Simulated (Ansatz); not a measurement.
Ansatz input

```yaml
crystal:
  lattice:
    - [2.4570490979, 0.0, 0.0]
    - [-1.2285245489, 2.1278669372, 0.0]
    - [0.0, 0.0, 3.9868346924]
  atoms:
    - { symbol: Mn, position: [0.3333333333, 0.6666666667, 0.25] }
    - { symbol: Mn, position: [0.6666666667, 0.3333333333, 0.75] }
hamiltonian:
  xc: r2scan
  pseudopotentials:
    kind: paw
    azcp:
      Mn: "pseudopotentials/Mn.paw.azcp"
basis:
  ecutwfc: 500
  fft_grid_basis: typed
kpoints:
  mp_grid: { grid: [8, 8, 4], shift: [0, 0, 0] }
magnetization:
  spin_polarized: false
scf:
  occupations: { method: fermi_dirac, width: 0.1 }
```

and its output:

```
Engine: ansatz 0.2.0, aarch64-unknown-linux-gnu
Pseudopotentials: kind: paw
Pseudopotential: Mn, paw, valence charge 15, recommended cutoff 500 eV (meta_gga) 
Functional definition: r2SCAN
  parameter k0 = 0.174
  parameter k1 = 0.065
  parameter a1 = 4.9479
  exchange = r2scan_x(k0 = k0, k1 = k1, a1 = a1)
  correlation = r2scan_c
Crystal: 2 atoms, lattice volume = 20.844 Å³
Basis set: ecut = 500 eV, 549 PW (Γ), exchange–correlation on 72×72×120 points (64 copies of the dense FFT grid, shifted against one another)
Bands: 19, of which v1, the nominal top of the filled ones, is band 15 counted from 1 (14 counted from 0)
Symmetry: 24 space group operations
Space group: P63/mmc (ITA 194), of the structure as read, at distance tolerance 2.8e-5 Å
k-points: 30 of 256
Non-local potential: Mn, projectors of the file, l = 0: 3, l = 1: 2, l = 2: 3, l = 3: 1
PAW form: soft (Blöchl's): semilocal exchange-correlation on the pseudo side does not see the compensation charge
PAW frozen core: Mn, regenerated for the run's functional (the file was generated under x = pbe(κ = 0.804, μ = 0.2195149727645171), c = pbe(β = 0.06672455060314922))
PAW one-centre angular grid: Mn, 590 points (default); XC on 160 Gauss nodes
Initial density: superposition of atomic densities (neutral atoms: chi_scale 0, normalization atom), corrected by the library's trained network
Initial wavefunctions: pseudopotential atomic-orbital guess
Functional: x = r2scan, c = r2scan; τ floored in thin density (d = 2e-4 eV/Å³)
SCF iter   1: F=—  HF=-7806.874590 eV  |F-HF|=—  |Δ(HF+E_count)|=         —  Δρ=1.41e-2  dr2=2.37e-2  dr2_τ=9.56e-2  ethr=1.77e-3  ⟨swp⟩=3.8  Hψ=2106  notcnv=0
SCF iter   2: F=—  HF=-7806.959183 eV  |F-HF|=—  |Δ(HF+E_count)|=   8.46e-2  Δρ=6.68e-3  dr2=4.68e-3  dr2_τ=2.52e-4  ethr=7.91e-5  ⟨swp⟩=2.0  Hψ=1367  notcnv=0
SCF iter   3: F=—  HF=-7806.959523 eV  |F-HF|=—  |Δ(HF+E_count)|=   3.40e-4  Δρ=2.70e-3  dr2=5.54e-4  dr2_τ=3.02e-5  ethr=1.56e-5  ⟨swp⟩=2.0  Hψ=877  notcnv=0
SCF iter   4: F=—  HF=-7806.960349 eV  |F-HF|=—  |Δ(HF+E_count)|=   8.26e-4  Δρ=1.01e-3  dr2=1.27e-4  dr2_τ=1.08e-6  ethr=1.85e-6  ⟨swp⟩=2.7  Hψ=1071  notcnv=0
SCF iter   5: F=—  HF=-7806.960337 eV  |F-HF|=—  |Δ(HF+E_count)|=   1.20e-5  Δρ=3.01e-4  dr2=1.15e-5  dr2_τ=2.24e-7  ethr=4.22e-7  ⟨swp⟩=2.0  Hψ=761  notcnv=0
SCF iter   6: F=—  HF=-7806.960335 eV  |F-HF|=—  |Δ(HF+E_count)|=   2.11e-6  Δρ=1.44e-5  dr2=2.66e-8  dr2_τ=1.72e-9  ethr=3.33e-10  ⟨swp⟩=3.0  Hψ=2025  notcnv=0
SCF iter   7: F=-7806.960335 eV  HF=-7806.960335 eV  |F-HF|=1.85e-9  |Δ(HF+E_count)|=   3.06e-9  Δρ=4.79e-6  dr2=2.97e-9  dr2_τ=6.09e-11  ethr=8.87e-11  ⟨swp⟩=1.5  Hψ=1541  notcnv=0
SCF 1 converged in 7 iterations: F = -7806.960335 eV  dr2 = 2.97e-9
SCF converged after 7 iterations
Free energy (F): -7806.960335 eV
Harris-Foulkes:  -7806.960335 eV  (|F-HF|=1.85e-9)
Internal energy: -7806.867192 eV  (E = F + TS)
E sigma→0 (E₀):  -7806.913764 eV
Entropy (-TS):   -0.093142 eV (-46.571 meV/atom)
Fermi energy:    20.816370 eV
--- Per-component energies (eV) ---
  E_band       = -332.993407
  E_kinetic    = 619.146877
  E_local      = -3056.755816  (includes V_loc(G=0)·N_el)
  E_nonlocal   = 473.867812
  E_hartree    = 1276.742618
  E_xc         = -224.483265
  E_vxc        = -331.212635  (∫ρ·V_xc dr)
  E_paw        = -2610.970305  (= ΣΔE_a)
  E_vpaw       = -614.411572  (= ΣTr[D̂ρ^β])
  E_aug_tail   = -0.000008  (compensation charges beyond the density's cutoff)
  E_vtau       = 22.890548  (kinetic-family band-sum trace: ∫τ·v_τ [+ j·A + Jᵃ·Aᵃ] dr)
  E_ewald      = -4283.849018
  E_core_change = -0.566086  (= ΣΔE_core)
  E_smearing   = -0.093142  (= −TS)
  E_closure    = -0.000000  (closes the sum)
  Σ components = -7806.960335   (vs F -7806.960335, Δ=0.00e0)
```

Launched by

```sh
ansatz run input.yaml --threads 4 --pin off --max-ram 8192MiB --backend cpu --events-out ev --progress --plain --runs-dir out
```

On 4 threads of Arm Neoverse V2 (shared host) this took about 0.58 s of wall time and 1.7 s of CPU time, with 0.29 GiB at the peak.
